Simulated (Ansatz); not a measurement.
TiO₂, one cell by several methods

```yaml
crystal:
  lattice:
    - [4.68588, 0.00000, 0.00000]
    - [0.00000, 4.68588, 0.00000]
    - [0.00000, 0.00000, 2.95900]
  atoms:
    - { symbol: Ti, position: [0.00000, 0.00000, 0.00000] }
    - { symbol: Ti, position: [0.50000, 0.50000, 0.50000] }
    - { symbol: O, position: [0.30600, 0.30600, 0.00000] }
    - { symbol: O, position: [0.19400, 0.80600, 0.50000] }
    - { symbol: O, position: [0.69400, 0.69400, 0.00000] }
    - { symbol: O, position: [0.80600, 0.19400, 0.50000] }
```

Atom numbers follow the list: Ti1, Ti2, O3, O4, O5, O6.

The cell comes from COD entry 9007432, which wasn't checked; take it as a given geometry. The listed cell was then made from it by scaling, straining or moving an atom.

All numbers are computed: DFT, LDA, PAW with Ansatz's default frozen-core files, scalar-relativistic (Ansatz 0.2.0); DFT, LDA, all-electron LAPW, scalar-relativistic (Ansatz 0.2.0).

For PAW: a Γ-centred 7×7×10 k mesh, Fermi–Dirac smearing of 0.05 eV, cutoff 420 eV, no spin polarisation; the PAW files were made with PBE, and the program remakes their frozen cores for this functional. LAPW targets a basis error of 0.5 meV/atom. The Ansatz runs share mesh, smearing and spin set-up. Plane-wave (PAW) pressures include the program's estimate of the Pulay term.

Stress and pressure are positive in compression.

The change that made this cell: equal xx and yy strain of +2 %.

PAW results:

```
             quantity     PAW
       pressure (GPa)  -15.35
      stress xx (GPa)  -15.10
      stress zz (GPa)  -15.85
force on O3, x (eV/Å)   0.102
        band gap (eV)   1.799
```

**Question.** What does all-electron LAPW give for the same quantities?

**Answer.** 
```
             quantity    LAPW
       pressure (GPa)  -15.16
      stress xx (GPa)  -14.94
      stress zz (GPa)  -15.59
force on O3, x (eV/Å)   0.098
        band gap (eV)   1.796
```
